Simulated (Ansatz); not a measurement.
A free-standing Janus 1T monolayer of PtSTe was relaxed with 5 functionals in Ansatz 0.2.0, cell and atoms free, the symmetry of the start kept (meshes: PBE 12×12×1, r2SCAN 12×12×1, PBEsol 12×12×1, LDA 12×12×1, HSE06 6×6×1). Computed, not measured; no magnetism was allowed, and whether the structure is a known phase isn't checked.

The PBEsol result:
```cif
data_structure
_symmetry_space_group_name_H-M 'P 1'
_symmetry_Int_Tables_number 1
_cell_length_a 3.7594
_cell_length_b 3.7594
_cell_length_c 30.1058
_cell_angle_alpha 90.000
_cell_angle_beta 90.000
_cell_angle_gamma 120.000
_cell_volume 368.49
loop_
_atom_site_label
_atom_site_type_symbol
_atom_site_fract_x
_atom_site_fract_y
_atom_site_fract_z
_atom_site_occupancy
Pt1 Pt 0.00000 0.00000 0.30180 1
S1 S 0.33333 0.66667 0.34073 1
Te1 Te 0.66667 0.33333 0.25430 1
```
Two periodic directions, a and b.

The sheet's in-plane cell has a = 3.759 Å, b = 3.759 Å (γ = 120.0°), and its outermost atoms lie 2.60 Å apart along the normal. Around Pt lie 3 S at 2.47 Å and 3 Te at 2.60 Å; around S lie 3 Pt at 2.47 Å; around Te lie 3 Pt at 2.60 Å.

Q: What lattice does r2SCAN give?

A: a = 3.773 Å; the area differs by +0.7 % from PBEsol's. Around Pt lie 3 S at 2.49 Å and 3 Te at 2.61 Å; around S lie 3 Pt at 2.49 Å; around Te lie 3 Pt at 2.61 Å.

Q: What lattice does PBE give?

A: a = 3.811 Å; the area differs by +2.8 % from PBEsol's. Around Pt lie 3 S at 2.50 Å and 3 Te at 2.63 Å; around S lie 3 Pt at 2.50 Å; around Te lie 3 Pt at 2.63 Å.

Q: Held at the r2SCAN cell, what mean stress do LDA and PBE find, and does its sign point to their own minimum?

A: Yes. LDA -2.43 N/m, and its relaxed area is -2.2 % from r2SCAN's; PBE +1.32 N/m, and its relaxed area is +2.0 % from r2SCAN's. Compression counts positive, so a positive stress asks for a larger cell.
